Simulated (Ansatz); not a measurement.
# Magnetic states of La2Co2Se2O3

```
La Co Se O
1.0
    -2.03048    2.03048    9.19215
     2.03048   -2.03048    9.19215
     2.03048    2.03048   -9.19215
La Co Se O
2 2 2 3
Direct
  0.68344 0.68344 0.00000
  0.31656 0.31656 0.00000
  0.00000 0.50000 0.50000
  0.50000 0.00000 0.50000
  0.09516 0.09516 0.00000
  0.90484 0.90484 0.00000
  0.25000 0.75000 0.50000
  0.75000 0.25000 0.50000
  0.50000 0.50000 0.00000
```

Method: r2SCAN with U_eff = 3.0 eV on Co d (all-electron-ortho-atomic projectors) in Ansatz 0.2.0, PAW datasets, plane waves to 500 eV, 7×7×7 Γ-centred mesh, fermi-dirac occupations of width 0.050 eV. The atoms are fixed and numbered as listed; spin is collinear, without spin-orbit coupling.

Different starts of the self-consistent cycle ended in different solutions. Their moments in μB:

```csv
state,Co3,Co4,other atoms together,size of the net moment a cell
A,2.50,-2.50,0.00,0.00
B,0.00,0.00,0.00,0.00
C,2.52,2.52,0.44,6.00
```

Site moments are taken in small spheres that don't touch (radius about 0.4 of the atom's shortest bond), so those of the magnetic atoms read low, and they needn't add up to the net moment. State B was run without spin polarisation.

Task: What is the order in energy at zero smearing?

Result: State A (antiparallel, compensated) is lowest; C (parallel moments) lies 26 meV above it, B (without moments) lies 407 meV above it, all counted an atom of the cell.

Task: Which states have a gap on the mesh, and what pressure does each exert on this cell?

Result: A: gap 2.13 eV, 2.4 GPa; B: no gap, -4.8 GPa; C: gap 1.52 eV, 2.9 GPa (positive in compression). Moments take up room: without them the pressure is lower, so that state wants a smaller cell.

Task: What do states C and A say about the exchange?

Result: Between C and A the moments keep their size (2.52 against 2.50 μB in the mean), so the difference mostly measures the exchange between the flipped sites: the antiparallel order gains 119 meV for each Co atom. The nearest flipped pair stands 2.87 Å apart. Flipped pairs are linked through O; the widest Co–O–Co angle among the nearer links is 90°, at 2.87 Å between the metal atoms. Links near a right angle give weak superexchange that is often ferromagnetic, yet here the antiparallel order wins.

Task: What does magnetism gain here?

Result: 407 meV an atom of the cell, or 1834 meV for each Co atom, against state B, which has none. A run without spin would miss this and give wrong energies and forces. That state isn't the paramagnet, which keeps its moments, so this is no ordering energy, and a U raises it further by its penalty on part-filled orbitals.

The cell is that of a Crystallography Open Database entry, unchanged.

Caveats: only orders that fit this cell and collinear spins were tried, so the true order may need a larger cell or canted moments; atoms and cell are not relaxed, and each state would relax in its own way; the U is a value in common use, not computed for this crystal; the k mesh is coarse, so differences of a few meV are uncertain where a state is a metal; one start a pattern, so a lower state of the same pattern may exist.
